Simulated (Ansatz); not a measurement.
A geometry of Be away from equilibrium: the start of the relaxation of a relaxed Be cell shaken by Gaussian noise of σ = 0.08 Å a coordinate. Level of theory: PBEsol (plane waves to 420 eV, PAW, scalar-relativistic; Ansatz, a program for electronic structure). Γ-centred k-mesh 8×8×8 on the run's cell (coarser than for final values), Fermi–Dirac smearing 0.05 eV.

```xyz
8
Lattice="-2.8757 2.8757 2.8757 2.8757 -2.8757 2.8757 2.8757 2.8757 -2.8757" Properties=species:S:1:pos:R:3 pbc="T T T"
Be     0.6994     0.7169     0.6205
Be    -0.8164     2.1903     0.7030
Be     2.1849     0.8210    -0.6637
Be     0.8177    -0.7294     2.1780
Be     2.0525     2.0930     2.1615
Be     0.7813     3.5109    -0.6525
Be     3.6014    -0.7467     0.8029
Be    -0.8680     0.8743     3.5726
```

### Question
Predict the force on each atom, in eV/Å.

### Answer
```json
[
 {"atom": "Be1", "Fx": "-0.88", "Fy": "-0.26", "Fz": "0.04"},
 {"atom": "Be2", "Fx": "0.82", "Fy": "0.14", "Fz": "1.60"},
 {"atom": "Be3", "Fx": "0.67", "Fy": "-0.14", "Fz": "-0.31"},
 {"atom": "Be4", "Fx": "-0.48", "Fy": "0.79", "Fz": "-1.12"},
 {"atom": "Be5", "Fx": "0.25", "Fy": "-0.18", "Fz": "-0.87"},
 {"atom": "Be6", "Fx": "-1.35", "Fy": "0.01", "Fz": "-0.87"},
 {"atom": "Be7", "Fx": "0.05", "Fy": "-0.38", "Fz": "0.08"},
 {"atom": "Be8", "Fx": "0.93", "Fy": "0.02", "Fz": "1.45"}
]
```

### Question
What is the pressure?

### Answer
+0.8 GPa, compression positive.

### Question
How much energy per atom can still be gained by relaxing?

### Answer
1.47 eV/atom; the path ends in P6₃/mmc (No. 194) (hcp (Mg type)).

No spin polarisation in the result.

Of the parent cell (Ia-3 (No. 206)): it is a generated cell of Be: the first start was made by placing the elements on the sites of a structure type, and the end was not matched to a known phase here, so it may be hypothetical. Known forms of Be include space group No. 194.
